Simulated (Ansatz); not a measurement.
Space group P4/mbm (No. 127). a = 8.655 Å, b = 8.655 Å, c = 2.647 Å, α = 90.00°, β = 90.00°, γ = 90.00°
```json
{"atom": "Mn", "site": "4h", "symmetry": "m.2m", "x": "0.6782", "y": "0.1782", "z": "0.5000"}
{"atom": "Ga", "site": "2d", "symmetry": "m.mm", "x": "0.5000", "y": "0.0000", "z": "0.0000"}
{"atom": "Ga", "site": "8i", "symmetry": "m..", "x": "0.2056", "y": "0.0642", "z": "0.0000"}
```

Equation of state of this Mn2Ga5 structure (not necessarily the ground state), with shape and atoms relaxed at each volume where symmetry leaves them free. It has no gap at any of these volumes. Method: DFT PBEsol, scalar-relativistic, plane waves, PAW in Ansatz 0.2.0.

Plane waves to 420 eV, a k mesh through Γ of 4×4×14 on the computed 14-atom cell and Gaussian smearing (0.10 eV); collinear spin.

```csv
V (Å³/atom),E − E(largest V) (meV/atom),P (GPa)
12.464,52.00,20.23
12.889,7.00,13.76
13.314,-21.96,8.23
13.738,-37.56,3.76
14.163,-42.57,0.00
14.588,-38.17,-3.27
15.013,-25.82,-5.90
15.580,0.00,-8.61
```

**Question.** Fit a third-order Birch–Murnaghan equation to E(V).

**Answer.** V0 = 14.16 Å³/atom, B0 = 116 GPa, B0' = 5.0.

Only parallel moments were tried here.

Cost: 8 runs of about 56 core-minutes in all, on AMD EPYC 9R45 (Zen 5) (shared hosts).